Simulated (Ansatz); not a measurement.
SnO₂ (rutile, space group No. 136), PBEsol in the plane-wave PAW code Ansatz, all energies at zero smearing, with the estimated change up to a 700 eV cutoff added, with one set of potentials and settings (totals compare only within such a set). Cell of 6 atoms (2 Sn, 4 O): -14143.107 eV.

| element | reference phase | E (eV/atom) |
|---|---|---|
| Sn | I4_1/amd, 2 atoms in the cell | -5949.7830 |
| O | C2/m, 4 atoms in the cell, spin-polarised | -558.3554 |

Formation energy per atom, worked out: (-14143.107 − 2×(-5949.7830) − 4×(-558.3554))/6 = -1.687 eV/atom (-163 kJ per mol of atoms), at 0 K, without zero-point energy or fitted corrections.

Space group P4_2/mnm (rutile). Symmetry was held in the PBEsol relaxation. The references are the lowest solids computed at this level, not always the standard phases (solids in place of the gases). Spin–orbit coupling is left out wherever it is not named.

Potentials: the later of the program's two PAW sets.
